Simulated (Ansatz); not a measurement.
# Ni₇Ge₄: pressure against volume

Ni₇Ge₄, P-6m2, a = 3.930 Å, c = 9.877 Å. The structure is a Materials Project entry; whether it is the stable form wasn't checked. Ansatz: PBEsol, PAW, 420 eV, Γ-centred 12×12×4 mesh on 11 atoms, Gaussian smearing 0.10 eV; no spin polarisation. Shape and atoms are relaxed at each volume; pressure is positive in compression.

| V (Å³/atom) | P (GPa) |
| --- | --- |
| 10.569 | ? |
| 10.929 | 21.76 |
| 11.290 | 13.20 |
| 11.650 | 6.02 |
| 12.010 | 0.00 |
| 12.371 | -5.05 |
| 12.731 | -9.27 |

Q: Take V0 = 12.010 Å³/atom, fit the third-order Birch–Murnaghan form to the other rows, and predict the missing pressure.

A: With the Eulerian strain f = ½[(V0/V)^(2/3) − 1] and y = P/[3f(1 + 2f)^(5/2)], the form is the line y = B0 + 1.5 B0 (B0′ − 4) f. Rows (f, y): 0.03245, 191.0; 0.02104, 188.6; 0.01025, 186.1; -0.00977, 181.0; -0.01906, 178.7. Means f = 0.006982, y = 185.08; Σ(Δf)² = 0.001816, ΣΔfΔy = 0.4381; the slope is their ratio. y = 183.4 + 241.3 f GPa, so B0 = 183.4 GPa and B0′ = 4 + 2 × (241.3)/(3 × 183.4) = 4.88. At V = 10.569, f = 0.04447, y = 194.13 and P = 32.05 GPa. The run gave 31.96 GPa, so the fit is 0.09 GPa too high, a small miss on the scale of the series.

1 further run of this set didn't finish or converge.